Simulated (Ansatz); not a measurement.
## MnF$_{2}$: enthalpy against pressure

MnF$_{2}$, P4_2/mnm, a = 4.983 Å, c = 3.366 Å. Ansatz: PBE+U, PAW, 420 eV, Γ-centred 6×6×8 mesh on 6 atoms, Gaussian smearing 0.02 eV; U_eff Mn 3.90 eV; collinear spin, largest moment 4.3 μB. Cell and atoms are relaxed at each pressure, and no other structure is tried, so the rows at high pressure may lie past a change of phase. y is the enthalpy over the state at zero pressure; there V0 = 13.931 Å³/atom. The pressures are the targets, met within 0.04 GPa.

```tsv
P (GPa)	y (eV/atom)
-2.0	-0.1763
0.0	0.0000
2.0	0.1719
5.0	0.4227
10.0	?
20.0	1.5844
40.0	2.9754
```

Task: Fit y = c1 P + c2 P² + c3 P³ to the other rows, say what c1 and c2 mean, and predict the missing value.

Result: Least squares on the rows shown. y = 0.086821 P − 0.00044965 P² + 3.4686×10⁻⁶ P³. Since dH/dP = V, c1 is V0: 0.086821 eV/GPa × 160.2 = 13.909 Å³ against 13.931; c2 = −V0/(2B0) gives B0 = 97 GPa, where a Birch–Murnaghan fit to the volumes of the same runs (not shown) gives 80 GPa: a cubic over this range folds the higher terms into c2. At P = 10.0 the fit asked for gives 0.8267 eV/atom. The run gave 0.8251 eV/atom, so the fit is 0.0016 eV/atom too high, 0.051 % of the span of the series, against an rms of 0.0005 eV/atom on the fitted rows. With a term in P⁴ added, a fit to the same known rows predicts 0.8246 eV/atom, so most of the miss is curvature that the known rows already hold.

The state reached may not be the lowest one. The program reads another magnetic order as possibly lower. Moments started parallel, and an antiferromagnetic order may lie lower.

Cost: 7 runs of about 12 core-minutes in all, on Arm Neoverse V2 (shared hosts).